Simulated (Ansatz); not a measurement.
Level of theory: Ansatz, DFT PBE, scalar-relativistic, plane waves, PAW, and for the lanthanide a 4f-in-core norm-conserving potential. Settings: cutoff 630 eV, Γ-centred meshes spaced at most about 0.3 Å⁻¹, and about 0.25 Å⁻¹ or finer for metals (2π included), Gaussian smearing. No spin polarisation in the final relaxations.

Temperature and zero-point effects are left out.

Two forms of DyMgSb₃ were relaxed alike.

A.

```
CELL_PARAMETERS angstrom
4.27209 0.00000 0.00000
0.00000 4.29010 0.00000
0.00000 0.00000 7.90100
ATOMIC_POSITIONS crystal
Dy 0.50000 0.50000 0.50000
Mg 0.50000 0.00000 0.00000
Sb 0.00000 0.50000 0.81132
Sb 0.00000 0.50000 0.18868
Sb 0.00000 0.00000 0.50000
```

B.

```
CELL_PARAMETERS angstrom
5.69373 0.00000 0.00000
0.00000 5.69373 0.00000
0.00000 0.00000 5.61525
ATOMIC_POSITIONS crystal
Dy 0.00000 0.00000 0.12805
Mg 0.50000 0.50000 0.59468
Sb 0.50000 0.50000 0.09777
Sb 0.00000 0.50000 0.33275
Sb 0.50000 0.00000 0.33275
```

Question: Which form is favoured at zero pressure, and by what margin per atom?

Answer: A is lower, by 293 meV/atom. A has space group Pmmm (No. 47), 29.0 Å³/atom and no gap on its mesh; B has space group P4mm (No. 99), 36.4 Å³/atom and no gap. Counting Sb atoms around Dy and Mg (those within 1.25 times the shortest such distance or 1.15 times the sum of covalent radii; a plus sign parts nearer from farther groups; the shortest distance is added where it is long for a bond), A has Dy 8, Mg 8 from 3.4 Å and B has Dy 4, Mg 2+4. A holds Sb–Sb pairs (shortest 2.98 Å); in B the shortest Sb–Sb distance is 3.14 Å, near bonding range too. The denser one is the lower, and pressure would at first widen the difference. In A, Dy is surrounded by 4 Sb at 3.03 Å and 4 Sb at 3.26 Å; Mg has 8 Sb at 3.37 Å; Sb on a site of symmetry mm2 has 1 Sb at 2.98 Å, 2 Dy at 3.26 Å, 2 Sb at 3.26 Å and 4 Mg at 3.37 Å; 1 more site not described. In B, Dy has 4 Sb at 3.07 Å; Mg is surrounded by 2 Sb at 2.79–2.82 Å and 4 Sb at 3.20 Å; Sb on a site of symmetry 4mm has 2 Mg at 2.79–2.82 Å and 4 Sb at 3.14 Å; 1 more site not described. Both come from invented guesses.

These runs have no spin–orbit coupling, which can matter for Sb. Cells relaxed within their symmetry can be saddle points.

The lanthanide is trivalent by construction, without f bands, f moments or other valences.
